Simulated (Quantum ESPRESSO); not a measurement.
Mg7ZnS8, input and log of a self-consistent run

Computed values, not a measurement. The program is pw.x of Quantum ESPRESSO 7.5 (plane-wave density functional theory). The cell is made up: 16 atoms on a doubled zincblende/diamond lattice, with randomly drawn elements, strain and displacements, not relaxed. PseudoDojo standard norm-conserving files (v0.5 for PBE, v0.4.1 for LDA and PBEsol) set the functional; there is no spin polarisation, spin-orbit coupling or dispersion term, and the masses in the input are unused placeholders.

Input:

```
&control calculation='scf', pseudo_dir='./dojo.nc.sr.pbe.v0_5.standard.upf', outdir='./o', disk_io='low', tprnfor=.true., tstress=.true. /
&system ibrav=0, nat=16, ntyp=3, nbnd=75, ecutwfc=84.00895049, nosym=.true., tot_charge=0,
 occupations='smearing', smearing='fd', degauss=0.0018374661
/
&electrons conv_thr=7.350e-09, electron_maxstep=60, /
ATOMIC_SPECIES
Mg 1.0 Mg.upf
S 1.0 S.upf
Zn 1.0 Zn.upf
CELL_PARAMETERS angstrom
5.7442 -0.0178 -0.0221
-0.0178 5.6738 0.0033
-0.0442 0.0067 11.1732
ATOMIC_POSITIONS angstrom
Mg 0.0884 -0.1097 -0.0948
Mg -0.0558 2.8374 2.684
Mg 2.9103 0.1023 2.7999
Zn 2.9649 2.7768 -0.0088
Mg -0.0479 -0.0795 5.6054
Mg -0.1122 2.7688 8.325
Mg 2.7719 0.145 8.3868
Mg 2.813 2.8158 5.4739
S 1.322 1.4535 1.3867
S 1.3634 4.3242 4.2502
S 4.4554 1.5449 4.2327
S 4.3389 4.2722 1.4726
S 1.3374 1.4546 6.8493
S 1.4334 4.4063 9.6763
S 4.2434 1.3111 9.8244
S 4.3339 4.3996 6.9386
K_POINTS automatic
4 4 2 1 1 1
```

The log is shortened where brackets say so; the opening notice, blank lines, dates and the lines on written files are dropped, and the path of the files is cut. It prints rydbergs, bohrs and kilobars, and counts compression as positive stress. With no partly filled state, the Fermi energy that it prints is only some level between the filled and the empty states on the mesh, and need not lie in the true gap.

```
     Program PWSCF v.7.5
     Parallel version (MPI & OpenMP), running on       4 processor cores
     Number of MPI processes:                 4
     Threads/MPI process:                     1
     [start-up lines left out]
     bravais-lattice index     =            0
     lattice parameter (alat)  =      10.8551  a.u.
     unit-cell volume          =    2457.3486 (a.u.)^3
     number of atoms/cell      =           16
     number of atomic types    =            3
     number of electrons       =       138.00
     number of Kohn-Sham states=           75
     kinetic-energy cutoff     =      84.0090  Ry
     charge density cutoff     =     336.0358  Ry
     scf convergence threshold =      7.3E-09
     mixing beta               =       0.7000
     number of iterations used =            8  plain     mixing
     Exchange-correlation= PBE
                           (   1   4   3   4   0   0   0)
     [axes and pseudopotential details left out]
   Cartesian axes
     site n.     atom                  positions (alat units)
         1        Mg     tau(   1) = (   0.0153892  -0.0190973  -0.0165034  )
         2        Mg     tau(   2) = (  -0.0097140   0.4939531   0.4672482  )
         3        Mg     tau(   3) = (   0.5066440   0.0178091   0.4874249  )
         4        Zn     tau(   4) = (   0.5161491   0.4834035  -0.0015320  )
         5        Mg     tau(   5) = (  -0.0083387  -0.0138399   0.9758246  )
         6        Mg     tau(   6) = (  -0.0195325   0.4820108   1.4492703  )
         7        Mg     tau(   7) = (   0.4825504   0.0252425   1.4600288  )
         8        Mg     tau(   8) = (   0.4897054   0.4901928   0.9529322  )
         9        S      tau(   9) = (   0.2301424   0.2530348   0.2414058  )
        10        S      tau(  10) = (   0.2373496   0.7527849   0.7399025  )
        11        S      tau(  11) = (   0.7756251   0.2689463   0.7368560  )
        12        S      tau(  12) = (   0.7553440   0.7437324   0.2563598  )
        13        S      tau(  13) = (   0.2328233   0.2532263   1.1923708  )
        14        S      tau(  14) = (   0.2495356   0.7670774   1.6845134  )
        15        S      tau(  15) = (   0.7387187   0.2282448   1.7102956  )
        16        S      tau(  16) = (   0.7544736   0.7659111   1.2079167  )
     number of k points=    16  Fermi-Dirac smearing, width (Ry)=  0.0018
                       cart. coord. in units 2pi/alat
        k(    1) = (   0.1258908   0.1268725   0.1289498), wk =   0.1250000
        k(    2) = (   0.1249022   0.1270189  -0.1281099), wk =   0.1250000
     [further k points left out]
     Dense  grid:   255629 G-vectors     FFT dimensions: (  64,  64, 125)
     Estimated max dynamical RAM per process >     598.12 MB
     Estimated total dynamical RAM >       2.15 GB
     Initial potential from superposition of free atoms
     starting charge     137.9940, renormalised to     138.0000
     Starting wfcs are   77 randomized atomic wfcs
     total cpu time spent up to now is        5.6 secs
     per-process dynamical memory:   402.5 Mb
     Self-consistent Calculation
     iteration #  1     ecut=    84.01 Ry     beta= 0.70
     Davidson diagonalization with overlap
     ethr =  1.00E-02,  avg # of iterations =  6.9
     Threshold (ethr) on eigenvalues was too large:
     Diagonalizing with lowered threshold
     Davidson diagonalization with overlap
     ethr =  8.64E-04,  avg # of iterations =  1.4
     total cpu time spent up to now is       31.5 secs
     total energy              =   -1426.77675331 Ry
     estimated scf accuracy    <       1.15146648 Ry
     iteration #  2     ecut=    84.01 Ry     beta= 0.70
     Davidson diagonalization with overlap
     ethr =  8.34E-04,  avg # of iterations =  6.4
     total cpu time spent up to now is       47.5 secs
     total energy              =   -1427.04818711 Ry
     estimated scf accuracy    <       0.53486379 Ry
     iteration #  3     ecut=    84.01 Ry     beta= 0.70
     Davidson diagonalization with overlap
     ethr =  3.88E-04,  avg # of iterations =  6.3
     total cpu time spent up to now is       61.9 secs
     total energy              =   -1427.16506689 Ry
     estimated scf accuracy    <       0.06297347 Ry
     iteration #  4     ecut=    84.01 Ry     beta= 0.70
     Davidson diagonalization with overlap
     ethr =  4.56E-05,  avg # of iterations =  8.0
     total cpu time spent up to now is       77.1 secs
     total energy              =   -1427.17989509 Ry
     estimated scf accuracy    <       0.00469142 Ry
     iteration #  5     ecut=    84.01 Ry     beta= 0.70
     Davidson diagonalization with overlap
     ethr =  3.40E-06,  avg # of iterations =  8.2
     total cpu time spent up to now is       92.2 secs
     total energy              =   -1427.18060680 Ry
     estimated scf accuracy    <       0.00138767 Ry
     [iterations 6 to 7 left out]
     iteration #  8     ecut=    84.01 Ry     beta= 0.70
     Davidson diagonalization with overlap
     ethr =  1.11E-08,  avg # of iterations =  3.0
     total cpu time spent up to now is      130.4 secs
     total energy              =   -1427.18085890 Ry
     estimated scf accuracy    <       0.00000226 Ry
     iteration #  9     ecut=    84.01 Ry     beta= 0.70
     Davidson diagonalization with overlap
     ethr =  1.64E-09,  avg # of iterations =  2.2
     total cpu time spent up to now is      142.9 secs
     total energy              =   -1427.18085933 Ry
     estimated scf accuracy    <       0.00000045 Ry
     iteration # 10     ecut=    84.01 Ry     beta= 0.70
     Davidson diagonalization with overlap
     ethr =  3.27E-10,  avg # of iterations =  2.8
     total cpu time spent up to now is      155.7 secs
     total energy              =   -1427.18085946 Ry
     estimated scf accuracy    <       0.00000004 Ry
     iteration # 11     ecut=    84.01 Ry     beta= 0.70
     Davidson diagonalization with overlap
     ethr =  3.05E-11,  avg # of iterations =  3.0
     total cpu time spent up to now is      168.2 secs
     total energy              =   -1427.18085946 Ry
     estimated scf accuracy    <       0.00000001 Ry
     iteration # 12     ecut=    84.01 Ry     beta= 0.70
     Davidson diagonalization with overlap
     ethr =  8.50E-12,  avg # of iterations =  2.6
     total cpu time spent up to now is      180.5 secs
     End of self-consistent calculation
          k = 0.1259 0.1269 0.1289 ( 31939 PWs)   bands (ev):
  -120.9989 -75.1591 -75.1473 -75.1444 -70.8692 -70.8198 -70.6027 -70.4959
   -70.4679 -70.2701 -70.0056 -37.6520 -37.6228 -37.6203 -37.5894 -37.5843
   -37.5705 -37.3953 -37.3889 -37.3594 -37.2881 -37.2659 -37.2603 -37.2480
   -37.2445 -37.2332 -37.0703 -37.0516 -37.0470 -36.8141 -36.7941 -36.7874
    -8.0419  -7.7180  -7.4656  -7.3031  -7.2638  -7.0529  -6.9307  -6.8704
    -2.0160  -1.9770  -1.9580  -1.9308  -1.9275  -0.0176   0.5838   0.6456
     0.7850   0.8662   1.1209   1.5346   1.5725   1.7455   1.9326   2.0020
     2.1168   2.2156   2.2700   2.3476   2.4128   2.4760   2.5599   2.5970
     2.7970   2.9174   3.2085   3.2612   3.3789   6.8047   7.4789   7.6509
     7.7734   8.0033   8.2972
     [levels at the other k points left out]
     the Fermi energy is     5.2155 ev
!    total energy              =   -1427.18085947 Ry
     estimated scf accuracy    <          5.0E-10 Ry
     smearing contrib. (-TS)   =       0.00000000 Ry
     internal energy E=F+TS    =   -1427.18085947 Ry
     The total energy is F=E-TS. E is the sum of the following terms:
     one-electron contribution =   -1141.33270647 Ry
     hartree contribution      =     571.90077817 Ry
     xc contribution           =    -206.84743117 Ry
     ewald contribution        =    -650.90150000 Ry
     convergence has been achieved in  12 iterations
     Forces acting on atoms (cartesian axes, Ry/au):
     atom    1 type  1   force =    -0.01863208    0.01413923    0.03293380
     atom    2 type  1   force =     0.02367248    0.01280566    0.03546480
     atom    3 type  1   force =    -0.00792006   -0.00065177    0.01379515
     atom    4 type  3   force =    -0.01267333    0.01187289    0.00945682
     atom    5 type  1   force =     0.01837984    0.03388568   -0.02471099
     atom    6 type  1   force =     0.00550735    0.02049576    0.00014836
     atom    7 type  1   force =     0.01002311   -0.00534325   -0.04264576
     atom    8 type  1   force =     0.00976158    0.02012602    0.01363927
     atom    9 type  2   force =     0.04752734   -0.00474322   -0.02836497
     atom   10 type  2   force =     0.02277734   -0.01027640   -0.04150496
     atom   11 type  2   force =    -0.03249451   -0.02565891   -0.00949647
     atom   12 type  2   force =    -0.03467884    0.00703481   -0.04595778
     atom   13 type  2   force =     0.01483476    0.00595409    0.02619860
     atom   14 type  2   force =     0.00550188   -0.07430309    0.01141449
     atom   15 type  2   force =     0.00383320    0.04178862    0.00725189
     atom   16 type  2   force =    -0.05542006   -0.04712614    0.04237775
     Total force =     0.188590     Total SCF correction =     0.000046
     Computing stress (Cartesian axis) and pressure
          total   stress  (Ry/bohr**3)                   (kbar)     P=        8.12
   0.00004235  -0.00002653  -0.00007721            6.23       -3.90      -11.36
  -0.00002653   0.00004368  -0.00003723           -3.90        6.43       -5.48
  -0.00007721  -0.00003723   0.00007958          -11.36       -5.48       11.71
     init_run     :      5.29s CPU      5.57s WALL (       1 calls)
     electrons    :    170.46s CPU    175.00s WALL (       1 calls)
     forces       :      2.27s CPU      2.34s WALL (       1 calls)
     stress       :      6.74s CPU      6.97s WALL (       1 calls)
     [timing details left out]
     PWSCF        :   3m 4.85s CPU   3m10.09s WALL
     JOB DONE.
```

In other units: free energy -19417.785 eV for the cell, pressure 0.81 GPa, largest force component 1.910 eV/Å. A rerun of a related cell, with the same atoms placed differently, at a cutoff of 1437 eV and k mesh 6 x 6 x 4 moved values by no more than 0.005 eV in energy, 0.02 GPa in stress and 0.012 eV/Å in force.